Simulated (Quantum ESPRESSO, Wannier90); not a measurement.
## Tight-binding from DFT: ZrN (rock salt)

```yaml
crystal:
  lattice:
    - [0.00000, 2.29427, 2.29427]
    - [2.29427, 0.00000, 2.29427]
    - [2.29427, 2.29427, 0.00000]
  atoms:
    - { symbol: Zr, position: [0.50000, 0.50000, 0.50000] }
    - { symbol: N, position: [0.00000, 0.00000, 0.00000] }
```

Materials Project entry mp-1352; symmetrised, unrelaxed at this level. COD (Crystallography Open Database) has an entry of this formula and space group (matched by these alone). Method: PBEsol plane waves in Quantum ESPRESSO 7.5 (PseudoDojo norm-conserving files, 68 Ry, no spin polarisation, no spin-orbit coupling), Bloch states on a 12×12×12 mesh through Γ, Wannier90 4.0.1. Density: 12×12×12 mesh, cold smearing 0.01 Ry.

Energies are relative to the Fermi level.

**Bands.** No gap over 0.05 eV opens at the Fermi level at this level of theory. 3 filled groups are cut off by gaps; the highest, bands 5, spans -16.16 to -13.92 eV and is N 2s 70 %, Zr 4d 16 %, Zr 5s 8 %.

**Model.** 8 functions (Zr d, N p) from bands 6-22, frozen to 1.50 eV, reach Ω_I = 10.35 Å² and follow pw.x to 1.8 meV rms (states up to 1.0 eV relative to the Fermi level).

**Frozen window.** Edge, Ω_I and misfit go -1.5 eV, 9.14 Å², 335 meV; 0.5 eV, 9.83 Å², 28 meV; 1.0 eV, 10.07 Å², 6.3 meV; 1.5 eV, 10.35 Å², 1.8 meV. Ω_I never falls as the edge rises, since each frozen state takes freedom from the choice of the smoothest subspace. The edges under the compared range leave its upper states unfrozen, and their misfit is the largest.

**No window.** Without a frozen window Ω_I drops to 7.24 Å² while the misfit grows to 2106 meV: a small spread is no proof of good bands.

**Outer window.** The setting "outer window to 9.76 eV" raises Ω_I to 11.41 Å², as fewer states are left to mix in, and the misfit goes to 0.7 meV.

**Stops.** With the frozen window to 3.02 eV the program stops (More states in the frozen window than target WFs).
